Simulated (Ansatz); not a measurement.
InP (CsCl type, space group No. 221) at seven volumes, DFT-PBEsol in the program Ansatz with PAW potentials, scaled uniformly. One row is withheld.

```tsv
V (Å³/atom)	P (GPa)
17.683	8.89
18.266	5.43
18.849	2.55
19.432	0.00
20.014	-2.15
20.597	?
21.180	-5.29
```

Fit the shown pressures and predict the withheld one.

Third-order Birch–Murnaghan: P = (3/2)B₀(x^(7/2) − x^(5/2))[1 + (3/4)(B′ − 4)(x − 1)] with x = (V₀/V)^(2/3). Least squares on the six rows gives V₀ = 19.434 Å³/atom, B₀ = 75.62 GPa, B′ = 4.67. At V = 20.597, x = 0.9620 and P = -3.84 GPa. The run itself gave -3.87 GPa.

Space group Pm-3m (CsCl type). The cell is a constructed one: a structure type filled with these elements; neither database checked (COD, Materials Project) lists it. It is not the phase usual at ambient conditions (space group No. 216). Symmetry was held in the PBEsol relaxation; whether a distortion lowers the energy is not shown.

Potentials: the earlier of the program's two PAW sets. The files were generated under PBE; for other functionals the program regenerates the frozen cores, and for LDA and PBEsol the local potential too.
